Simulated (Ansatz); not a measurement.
A plane-wave DFT run in Ansatz 0.2.0 (scalar-relativistic PAW potentials unless the input names others): input and command.

```yaml
crystal:
  lattice:
    - [2.5717561847, 4.4544123767, 0.0]
    - [2.5717561848, -4.4544123766, 0.0]
    - [0.0, 0.0, -10.3956945683]
  atoms:
    - { symbol: B, position: [0.4860324692, 0.005386745, 0.5666357599] }
    - { symbol: B, position: [0.4534991885, 0.4877314149, 0.5694285548] }
    - { symbol: B, position: [0.9801132719, 0.0314615712, 0.5763950249] }
    - { symbol: B, position: [0.9874649249, 0.5043126986, 0.5686292878] }
    - { symbol: B, position: [0.9604654906, 0.9825365026, 0.410756479] }
    - { symbol: B, position: [0.9306157761, 0.4651764476, 0.4013030549] }
    - { symbol: B, position: [0.4370068102, 0.9827647161, 0.3995374809] }
    - { symbol: B, position: [0.4472308899, 0.4948746, 0.400091173] }
    - { symbol: B, position: [0.2984448596, 0.7093030765, 0.0440011892] }
    - { symbol: B, position: [0.2876805712, 0.3221710741, 0.1172425212] }
    - { symbol: B, position: [0.8966391921, 0.6633215913, 0.0402549421] }
    - { symbol: B, position: [0.9467430881, 0.431148113, 0.959971864] }
    - { symbol: B, position: [0.2478493319, 0.4107668552, 0.9195607677] }
    - { symbol: B, position: [0.2019436125, 0.0423303271, 0.0565089198] }
    - { symbol: B, position: [0.6439176012, 0.5045136673, 0.9370312027] }
    - { symbol: B, position: [0.5617762029, 0.6697135734, 0.1133209511] }
    - { symbol: O, position: [0.2958599986, 0.6857537842, 0.6322976563] }
    - { symbol: O, position: [0.2817671769, 0.1566789377, 0.6319706305] }
    - { symbol: O, position: [0.7781180537, 0.6494721, 0.6078190759] }
    - { symbol: O, position: [0.8076978052, 0.174298793, 0.6215478565] }
    - { symbol: O, position: [0.1101908187, 0.3264336992, 0.3466053546] }
    - { symbol: O, position: [0.1237237908, 0.8306662379, 0.3571952245] }
    - { symbol: O, position: [0.5929337954, 0.3082284428, 0.3467113634] }
    - { symbol: O, position: [0.6501189096, 0.8491212681, 0.3559431253] }
basis:
  ecutwfc: 420
kpoints:
  mp_grid: { grid: [12, 12, 4] }
hamiltonian:
  xc: pbesol
  dispersion: d3bj
scf:
  occupations: { method: fermi_dirac, width: 0.1034 }
output:
  forces: true
  eigenvalues: true
  stress: true
```

```bash
ansatz run input.yaml --threads 4 --pin off --max-ram 9216MiB --backend cpu --events-out ev --progress --plain --runs-dir out
```

Abridged log:
```
Pseudopotentials: kind: paw
Pseudopotential: B, paw, valence charge 3, recommended cutoff 420 eV (normal)
Pseudopotential: O, paw, valence charge 6, recommended cutoff 420 eV (normal)
Functional definition: PBEsol
Crystal: 24 atoms, lattice volume = 238.179 Å³
Basis set: ecut = 420 eV, 4697 PW (Γ), exchange–correlation on 72×72×144 points (8 copies of the dense FFT grid, shifted against one another)
Bands: 72, of which v1, the nominal top of the filled ones, is band 48 counted from 1 (47 counted from 0)
Symmetry: 1 space group operations
Space group: P1 (ITA 1), of the structure as read, at distance tolerance 6.2e-5 Å
k-points: 292 of 576 (time reversal used)
Initial density: superposition of atomic densities (neutral atoms: chi_scale 0, normalization atom), corrected by the library's trained network
Initial wavefunctions: pseudopotential atomic-orbital guess
Functional: x = pbesol(κ = 0.804, μ = 0.12345679), c = pbesol(β = 0.046)
SCF iter   1: F=—  HF=-6926.119726 eV  |F-HF|=—  |Δ(HF+E_count)|=         —  Δρ=1.23e-2  dr2=5.33e-1  ethr=1.77e-3  ⟨swp⟩=7.1  Hψ=100367  notcnv=0  defer=1423
SCF iter   2: F=—  HF=-6926.196752 eV  |F-HF|=—  |Δ(HF+E_count)|=   7.70e-2  Δρ=1.37e-2  dr2=8.92e-1  ethr=5.56e-4  ⟨swp⟩=3.0  Hψ=44021  notcnv=0  defer=3282
SCF iter   3: F=—  HF=-6925.966825 eV  |F-HF|=—  |Δ(HF+E_count)|=   2.30e-1  Δρ=1.91e-3  dr2=9.43e-3  ethr=5.56e-4  ⟨swp⟩=2.0  Hψ=36734  notcnv=0  defer=4146
SCF iter   4: F=—  HF=-6925.966138 eV  |F-HF|=—  |Δ(HF+E_count)|=   6.87e-4  Δρ=1.27e-3  dr2=4.11e-3  ethr=9.82e-6  ⟨swp⟩=2.0  Hψ=29864  notcnv=0  defer=4146
SCF iter   5: F=—  HF=-6925.965319 eV  |F-HF|=—  |Δ(HF+E_count)|=   8.20e-4  Δρ=3.40e-4  dr2=3.21e-4  ethr=4.28e-6  ⟨swp⟩=2.0  Hψ=28218  notcnv=0  defer=4146
SCF iter   6: F=—  HF=-6925.965271 eV  |F-HF|=—  |Δ(HF+E_count)|=   4.76e-5  Δρ=1.29e-4  dr2=3.61e-5  ethr=3.34e-7  ⟨swp⟩=2.0  Hψ=28915  notcnv=0  defer=4146
SCF iter   7: F=—  HF=-6925.965282 eV  |F-HF|=—  |Δ(HF+E_count)|=   1.12e-5  Δρ=4.20e-5  dr2=3.70e-6  ethr=3.76e-8  ⟨swp⟩=2.0  Hψ=30136  notcnv=0  defer=4146
SCF iter   8: F=—  HF=-6925.965283 eV  |F-HF|=—  |Δ(HF+E_count)|=   8.32e-7  Δρ=1.56e-5  dr2=4.53e-7  ethr=3.85e-9  ⟨swp⟩=2.0  Hψ=30110  notcnv=0  defer=4146
SCF iter   9: F=-6925.965283 eV  HF=-6925.965283 eV  |F-HF|=1.13e-8  |Δ(HF+E_count)|=   7.88e-8  Δρ=4.68e-6  dr2=3.89e-8  ethr=1.04e-10  ⟨swp⟩=15.4  Hψ=119345  notcnv=0
SCF 1 converged in 9 iterations: F = -6925.965283 eV  dr2 = 3.89e-8
SCF converged after 9 iterations
Free energy (F): -6925.965283 eV
Harris-Foulkes:  -6925.965283 eV  (|F-HF|=1.13e-8)
Internal energy: -6925.930970 eV  (E = F + TS)
E sigma→0 (E₀):  -6925.948126 eV
Entropy (-TS):   -0.034313 eV (-1.430 meV/atom)
Fermi energy:    5.889958 eV
  E_disp       = -2.070631  (pairwise vdW)
--- Forces (eV/Å), atoms counted from 1 ---
  atom   1  B     -1.67152984    -1.11596891    -1.23548524
  atom   2  B      0.73012909     0.22359769    -0.38951075
  atom   3  B     -1.84421676     1.74092857     1.55174018
  atom   4  B     -1.05863707    -2.34376568     0.13481386
  atom   5  B      1.24917038    -1.41879456     0.17670462
  atom   6  B      1.38050134     0.79678614    -0.13578664
  atom   7  B      1.97973665     0.51953865    -1.51258917
  atom   8  B     -0.88580872    -0.02461778    -0.20151777
  atom   9  B     -1.84121365    -2.34659121     0.81270893
  atom  10  B      4.11475025    -2.71923637    -1.73462289
  atom  11  B      3.36470765    -1.73586084    -2.98949853
  atom  12  B      0.41316458     1.66361580     1.10144437
  atom  13  B      1.74312093     1.82782725    -1.69537572
  atom  14  B     -4.83858368     3.21202247     2.05941795
  atom  15  B     -3.36457668    -1.70000004     0.79504462
  atom  16  B      0.53369980     1.69647233     2.22655730
  atom  17  O     -0.37860924     1.25671071     1.63818531
  atom  18  O      1.93343204    -0.05167711     0.67788399
  atom  19  O      0.65608441     0.26592961    -1.44222402
  atom  20  O     -0.44093623    -0.40470053    -0.85796750
  atom  21  O      0.63514613     0.15554402     0.13986987
  atom  22  O     -1.39244779     0.10969523     0.89370742
  atom  23  O      1.90530739     0.23298130    -0.63920481
  atom  24  O     -2.92234968     0.15957965     0.62579502
--- Stress (GPa, compression-positive) ---
      -21.483891      -9.447566      -1.119138
       -9.447569     -23.521789       1.546054
       -1.119141       1.546056      -0.044707
  P = ⅓ Tr σ = -15.0168 GPa (-150.168 kbar)
```

Apart from outputs and empty bands, the input differs from a reference run on usual settings in hamiltonian.dispersion: not typed → "d3bj". The reference, at the same geometry (not necessarily relaxed), gave pressure -13.79 GPa, largest force 6.220 eV/Å, gap on the mesh 0.13 eV. This run converged in 9 SCF iterations (reference: 9) with an energy at zero smearing 86.28 meV/atom below the reference's (the Hamiltonian itself differs), pressure -15.02 GPa, largest force 6.162 eV/Å, gap on the mesh 0.13 eV.

Time: 81 s on 4 threads of Intel(R) Xeon(R) Platinum 8488C (Sapphire Rapids) (shared host), peak memory 3.4 GiB.